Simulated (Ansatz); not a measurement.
**Bi₂Te₂PbS₂: do the settings matter for the field gradients?**

Cell: a COD entry (perhaps calculated rather than measured).

Space group R-3m:H (No. 166); a = 4.2722, c = 80.7301 Å, γ = 120.00°.

| site | Wyckoff | site symmetry | x | y | z |
| --- | --- | --- | --- | --- | --- |
| Bi1 | 6c | 3m | 0.0000 | 0.0000 | 0.9362 |
| Bi3 | 6c | 3m | 0.0000 | 0.0000 | 0.1452 |
| Te5 | 6c | 3m | 0.0000 | 0.0000 | 0.5807 |
| Te7 | 6c | 3m | 0.0000 | 0.0000 | 0.7898 |
| Pb | 6c | 3m | 0.0000 | 0.0000 | 0.6455 |
| S11 | 6c | 3m | 0.0000 | 0.0000 | 0.2912 |
| S13 | 3a | -3m | 0.0000 | 0.0000 | 0.0000 |
| S14 | 3b | -3m | 0.0000 | 0.0000 | 0.5000 |

One atom of each set is listed; the run and its k-mesh use a cell of 14 atoms with edges of 27.02, 27.02, 27.02 Å.

Reference run. Level of theory: DFT, PBE, plane waves and PAW, scalar-relativistic, 420 eV cutoff, Γ-centred 8×8×8 k-points, Fermi–Dirac smearing 0.02 eV (Ansatz 0.2.0).

Task: The input is changed as follows: `total_charge`: not typed → -1. What happens to V_zz (10²¹ V/m²) and η?

Result: 

| site | V_zz reference | η reference | V_zz changed | η changed |
| --- | --- | --- | --- | --- |
| Bi1 | -0.85 | 0.00 | -7.64 | 0.00 |
| Bi3 | -0.77 | 0.00 | -9.44 | 0.00 |
| Te5 | 0.48 | 0.00 | -2.06 | 0.00 |
| Te7 | 0.61 | 0.00 | -1.30 | 0.00 |
| Pb | 0.82 | 0.00 | -5.53 | 0.00 |
| S11 | 0.068 | 0.00 | -0.16 | 0.00 |
| S13 | -0.39 | 0.00 | -0.43 | 0.00 |
| S14 | 0.30 | 0.00 | 0.21 | 0.00 |

The largest change of V_zz is on Bi3, from -0.77 to -9.44. Small gradients that grow severalfold: Te5 (0.48 to -2.06). V_zz changes sign on Pb (same axis), Te7 (same axis), Te5 (same axis), S11 (same axis). The changed cell holds a charge of -1 on a uniform background, so it isn't the neutral crystal. It has an odd number of electrons and no spin polarisation, so the extra carrier is shared by both spins and spread out, where a real one carries spin and can localise. The gap no longer holds the Fermi energy in the changed run, so its gradients also hang on the k-mesh and the smearing. SCF iterations: 10 and 10.

On the reference run: The values hang on the deposited positions: relaxing the atoms moves V_zz on Te5 from 0.48 to 0.71, on Te7 from 0.61 to 1.04, on S11 from 0.068 to -0.006. Spin–orbit coupling is left out, which shifts gradients on Bi and Pb by a few per cent in wide-gap crystals, and can shift them far more where the calculated gap is small or absent, as here. With a gap of 0.3 eV on this mesh, small gradients can still move by 0.1 × 10²¹ V/m² or more as the k-mesh gets denser.
